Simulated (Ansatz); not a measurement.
An elastic tensor (GPa, Voigt order, standard axes) from DFT-PBEsol in the program Ansatz with PAW potentials:

|  | 1 | 2 | 3 | 4 | 5 | 6 |
|---|---|---|---|---|---|---|
| 1 | 89.1 | 87.0 | 87.0 | 0.0 | 0.0 | 0.0 |
| 2 | 87.0 | 89.1 | 87.0 | 0.0 | 0.0 | 0.0 |
| 3 | 87.0 | 87.0 | 89.1 | 0.0 | 0.0 | 0.0 |
| 4 | 0.0 | 0.0 | 0.0 | -2.1 | 0.0 | 0.0 |
| 5 | 0.0 | 0.0 | 0.0 | 0.0 | -2.1 | 0.0 |
| 6 | 0.0 | 0.0 | 0.0 | 0.0 | 0.0 | -2.1 |

### Question
Pick the material that matches.
A. Al2Pt, fluorite or antifluorite type
B. Ag2O, Pn-3m (Ag on 4c, O on 2a)
C. EuO, rock salt

### Answer
B, Ag2O, Pn-3m (Ag on 4c, O on 2a)

The PBEsol relaxation kept the symmetry of its start. At this level the phase is mechanically unstable. No spin polarisation was allowed. As this level gives no gap, shear constants depend on the k-mesh and smearing (Fermi–Dirac, 0.1 eV here).

Potentials: the later of the program's two PAW sets.
